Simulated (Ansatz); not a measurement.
The relaxed structure here is a generated cell of Zr: the first start was made by placing the elements on the sites of a structure type, and the end was not matched to a known phase here, so it may be hypothetical. Known forms of Zr include space group No. 194.

One starting cell of Zr (a generated trial cell of Zr in the beta-W structure type) was relaxed twice with Ansatz (plane waves, PAW, scalar-relativistic): with r2SCAN at 500 eV and with PBE at 420 eV. The r2SCAN result:

```
Zr
1.0
    5.69344     0.00000     0.00000
    0.00000     5.69344     0.00000
    0.00000     0.00000     5.69344
Zr
8
Direct
  0.25000   0.00000   0.50000
  0.75000   0.00000   0.50000
  0.00000   0.50000   0.25000
  0.00000   0.50000   0.75000
  0.50000   0.25000   0.00000
  0.50000   0.75000   0.00000
  0.00000   0.00000   0.00000
  0.50000   0.50000   0.50000
```

```csv
quantity,r2SCAN,PBE
space group,Pm-3n,Pm-3n
volume (Å³/atom),23.07,[?]
a (Å),5.693,[?]
"gap (eV, no spin-orbit coupling)",0.00,[?]
```

Q: What does PBE give for the same quantities?

A: 
- volume (Å³/atom), PBE: 22.99
- a (Å), PBE: 5.687
- gap (eV, no spin-orbit coupling), PBE: 0.00

Both levels end in the same structure; PBE's volume is within 0.5 % of r2SCAN's. Neither column is exact.

No spin polarisation in the result.

The run could not lower the symmetry of its start; a shaken copy of this end point relaxes with r2SCAN to R3 (No. 146) at a tolerance of 0.01 Å, R32 (No. 155) at 0.1 Å, 0.08 eV/atom lower.

Ansatz is a quantum-chemistry and plane-wave program.
